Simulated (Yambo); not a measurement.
GaS: sweep of GW parameters

G0W0@PBEsol for GaS (space group P6_3/mmc, No. 194) in Yambo. Reference settings: 3×3×1 Γ-centred k mesh, 265 bands and a 7 Ry block in the screening, 265 bands in G with the Bruneval-Gonze terminator, plasmon pole fitted at 27.2 eV. The PBEsol gap Γ → Γ on this mesh is 1.52 eV; G0W0 gaps are taken between the same points.

```
change from the reference       G0W0 gap Γ → Γ (eV)  shift of the valence edge (eV)        rough Yambo cost
------------------------------  -------------------  ------------------------------  ----------------------
reference settings                             2.47                           -0.61                       1
174 bands in W, 174 bands in G                 2.49                           -0.52  within a factor of two
106 bands in G                                 2.48                           -0.53                       –
174 bands in G                                 2.47                           -0.59                       –
128 bands in W                                 2.50                           -0.46  within a factor of two
2 Ry block                                     2.31                           -0.21  within a factor of two
3 Ry block                                     2.30                           -0.28  within a factor of two
6 Ry block                                     2.47                           -0.60  within a factor of two
pole fitted at 10 eV                           2.44                           -0.48                       –
no random integration                          2.46                           -0.53                       –
106 bands in G, no terminator                  2.49                           -0.07                       –
no terminator                                  2.47                           -0.50                       –
```

The reference isn't shown to be the converged limit. Costs are rough (shared machines), scaled to the same edge states, and given only for runs that recompute the screening. The mesh misses a band edge: along a dense path the PBEsol gap is 1.44 eV against 1.52 eV on the mesh.

Spin-orbit splittings are left out.

The standard potential for Ga keeps a d shell in the valence without the s and p states of that shell. In tests on such compounds this moved G0W0 gaps by up to about 0.9 eV, so absolute quasiparticle energies here are unreliable; differences between settings are what counts.

Geometry relaxed with PBE+D3(BJ); primitive cell a = 3.5940 Å, b = 3.5940 Å, c = 15.4367 Å, α = 90.00°, β = 90.00°, γ = 120.00°.

A shift is the quasiparticle energy of the state minus its PBEsol energy.
